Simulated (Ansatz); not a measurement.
The end point of a relaxation of HfO₂. Level of theory: r2SCAN (plane waves to 500 eV, PAW, scalar-relativistic; Ansatz, a quantum-chemistry and plane-wave program).

```cif
data_Hf4O8
_chemical_formula_sum 'Hf4 O8'
_space_group_name_H-M_alt 'P 1'
_space_group_IT_number 1
_cell_length_a 5.24665
_cell_length_b 5.03040
_cell_length_c 5.05948
_cell_angle_alpha 90.000
_cell_angle_beta 90.000
_cell_angle_gamma 90.000
loop_
_space_group_symop_operation_xyz
  'x, y, z'
loop_
_atom_site_label
_atom_site_type_symbol
_atom_site_fract_x
_atom_site_fract_y
_atom_site_fract_z
_atom_site_occupancy
Hf1 Hf 0.03251 0.26703 0.24859 1
Hf2 Hf 0.96749 0.73297 0.74859 1
Hf3 Hf 0.53251 0.73297 0.24859 1
Hf4 Hf 0.46749 0.26703 0.74859 1
O1 O 0.36703 0.07000 0.10889 1
O2 O 0.63297 0.93000 0.60889 1
O3 O 0.86703 0.93000 0.10889 1
O4 O 0.13297 0.07000 0.60889 1
O5 O 0.23215 0.53889 0.99852 1
O6 O 0.76785 0.46111 0.49852 1
O7 O 0.73215 0.46111 0.99852 1
O8 O 0.26785 0.53889 0.49852 1
```

Q: Determine the symmetry and give the standard cell with its independent sites.

A: Space group Pca2₁ (No. 29); a = 5.2467 Å, b = 5.0304 Å, c = 5.0595 Å, α = β = γ = 90.00°

```
atom  site  symmetry       x       y       z
----  ----  --------  ------  ------  ------
Hf      4a         1  0.0325  0.2670  0.2486
O       4a         1  0.3670  0.0700  0.1089
O       4a         1  0.2678  0.5389  0.4985
```

Q: Give the shortest distances between elements (the closest pairs, up to four, under 3.6 Å).

A: Hf–O 2.03 Å; O–O 2.53 Å; Hf–Hf 3.41 Å.

```yaml
volume_per_atom: 11.13 Å³
band_gap: 4.97 eV, indirect (valence top at Γ, conduction bottom at k = (0.2, 0.4, 0.4)) (no spin-orbit coupling)
smallest_direct_gap: 5.18 eV at Y
```

No spin polarisation in the result.

The run could not lose the symmetry of its start.

The first start was generated by placing the elements on the sites of a structure type. Materials Project lists a structure of HfO2 in the same space group, Pca2₁ (No. 29); the sites were not compared with it, nor with measured phases.
